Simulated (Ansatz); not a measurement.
Ge7Au under compression: one row to predict

The cell was found from a structure generator's guess, not taken from experiment.

The calculation used Ansatz 0.2.0, DFT PBE, scalar-relativistic, plane waves, PAW. Cutoff 420 eV, Γ-centred 8×8×8 mesh (8-atom cell), Gaussian smearing of 0.10 eV, no spin polarisation.

```cif
data_structure
_symmetry_space_group_name_H-M 'P-43m'
_symmetry_Int_Tables_number 215
_cell_length_a 5.7980
_cell_length_b 5.7980
_cell_length_c 5.7980
_cell_angle_alpha 90.000
_cell_angle_beta 90.000
_cell_angle_gamma 90.000
_cell_volume 194.91
loop_
_atom_site_label
_atom_site_type_symbol
_atom_site_symmetry_multiplicity
_atom_site_Wyckoff_symbol
_atom_site_fract_x
_atom_site_fract_y
_atom_site_fract_z
_atom_site_occupancy
Ge1 Ge 4 e 0.25102 0.25102 0.25102 1
Ge2 Ge 3 c 0.00000 0.50000 0.50000 1
Au1 Au 1 a 0.00000 0.00000 0.00000 1
```

The cell was set to several volumes, with shape and atoms relaxed at each where symmetry leaves them free. Pressure is positive in compression, and energies count from the lowest row. No row has a gap on its mesh.

```csv
row,V (Å³/atom),P (GPa),ΔE (meV/atom)
1,21.440,9.92,79.8
2,22.170,6.75,41.9
3,22.901,?,?
4,23.632,1.84,4.1
5,24.363,-0.01,0.0
6,25.094,-1.58,3.7
7,25.825,-2.91,14.2
8,26.799,-4.36,36.6
```

Question: Find B = −V·ΔP/ΔV from rows 4 and 6 and from rows 1 and 2, and from the two its slope B′ and its value B0 at zero pressure.

Answer: Rows 4 and 6 give −(23.632 + 25.094)/2 × (-1.58 − (1.84))/(25.094 − 23.632) = 57.0 GPa at a mean pressure of 0.13 GPa. Rows 1 and 2 give −(21.440 + 22.170)/2 × (6.75 − (9.92))/(22.170 − 21.440) = 94.7 GPa at a mean pressure of 8.34 GPa. So B′ = (94.7 − 57.0)/(8.34 − (0.13)) = 4.59 and B0 = 57.0 − 4.59 × (0.13) = 56.4 GPa. A third-order Birch–Murnaghan fit to all the energies gives B0 = 57.3 GPa and B′ = 4.8.

Question: Estimate the pressure and energy of row 3.

Answer: From row 5, V0 = 24.363 × (1 + (-0.01)/56.4) = 24.359 Å³/atom. Murnaghan's form P = (B0/B′)·[(V0/V)^B′ − 1] gives (56.4/4.59) × [(24.359/22.901)^4.59 − 1] = 4.02 GPa; the computed pressure is 4.07 GPa, so the estimate is off by -0.05 GPa. The work of compression from row 4, with the mean of the two pressures, gives ΔE = 4.1 + (4.02 + 1.84)/2 × (23.632 − 22.901)/160.2 × 1000 = 17.5 meV/atom (1 eV/Å³ = 160.2 GPa); the computed value is 17.3 meV/atom.

These runs have no spin–orbit coupling, which can matter for Au. All volumes keep the k mesh of the relaxed cell. A later test with randomly moved atoms came back to the same energy, though modes that don't fit the test's cell weren't probed.
